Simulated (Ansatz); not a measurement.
**La2Tl3Pb3: Pb interstitial**

Computed with the plane-wave PAW code Ansatz (scalar-relativistic, PAW set soft_2): PBEsol, no spin polarisation, 420 eV cutoff, k-mesh 2×2×2 shifted by half a step.

The relaxed host crystal (no gap at this level of theory):

```
La Pb Tl
1.0
     4.81591    0.00000    0.00000
     0.00000    4.79294    0.00000
     0.00000    0.00000    9.77703
La Pb Tl
2 3 3
Direct
  0.00000 0.00000 0.75406
  0.00000 0.00000 0.24594
  0.50000 0.50000 0.74991
  0.50000 0.50000 0.25009
  0.00000 0.50000 0.00000
  0.00000 0.50000 0.50000
  0.50000 0.00000 0.00000
  0.50000 0.00000 0.50000
```

Supercell of 32 atoms, rows of the matrix [[0,2,0],[2,0,0],[0,0,-1]] times the cell vectors; Pb interstitial at (0.000, 0.500, 0.250) in fractions of the cell above. Atoms are relaxed at the host's cell, from a start shaken by 0.05 Å near the defect.

Nearest atoms to the added Pb: relaxed Tl 2.97 Å.

The largest move of an atom from its ideal place is 2.8 Å, so the cell rearranged and didn't merely relax.

```json
{"charge": "0", "gap of the cell on the mesh (eV)": "0.02"}
```

Formation energy of the neutral defect: 1.28 eV, taking atoms from and to the elements' standard states (no corrections for gases), so it belongs to those chemical potentials alone.

Relaxed cell at charge 0:

```
La2Tl3Pb3 Pb_i charge 0
1.0
     0.0000    9.5859    0.0000
     9.6318    0.0000    0.0000
     0.0000    0.0000   -9.7770
La Pb Tl
8 13 12
Direct
  0.0037 0.5121 0.2630
  0.4957 0.5121 0.2630
  0.0045 0.0043 0.2673
  0.4949 0.0043 0.2673
  0.9963 0.5079 0.7656
  0.5031 0.5079 0.7656
  0.9956 0.0121 0.7647
  0.5038 0.0121 0.7647
  0.2497 0.2592 0.2710
  0.7497 0.2588 0.2691
  0.2497 0.7620 0.1170
  0.7497 0.7585 0.2676
  0.2497 0.2590 0.7588
  0.7497 0.2597 0.7592
  0.2497 0.7601 0.7629
  0.7497 0.7593 0.7612
  0.2497 0.4717 0.0067
  0.7497 0.5031 0.0185
  0.2497 0.0498 0.0074
  0.7497 0.0142 0.0198
  0.2497 0.0267 0.5239
  0.2497 0.7447 0.4013
  0.7497 0.0113 0.5116
  0.2497 0.4735 0.5251
  0.7497 0.5075 0.5114
  0.5127 0.2587 0.0168
  0.9867 0.2587 0.0168
  0.5358 0.7598 0.0056
  0.9636 0.7598 0.0056
  0.5064 0.2592 0.5121
  0.9930 0.2592 0.5121
  0.5273 0.7590 0.5232
  0.9721 0.7590 0.5232
```

Caveats: small supercell, so energies and levels can be off by tenths of an eV; one random start near the defect, so other minima are possible.
